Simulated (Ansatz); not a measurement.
CdS (rock salt, Fm-3m), a = b = c = 5.4535 Å, α = β = γ = 90.00°; the cell used has 2 atoms.

This is the r²SCAN-relaxed structure.

All from r²SCAN (plane waves, PAW; program Ansatz), unless another level is named. Give the Hill bulk and shear moduli.

82.4 and 38.7 GPa.

Next, the elastic constants (relaxed ions, GPa)?

C11 = 137, C12 = 55.2, C44 = 37.3.

This is a known high-pressure phase of the composition, computed here at zero pressure and temperature. Symmetry was held in the r²SCAN relaxation; whether a distortion lowers the energy is not shown.

Potentials: the later of the program's two PAW sets.
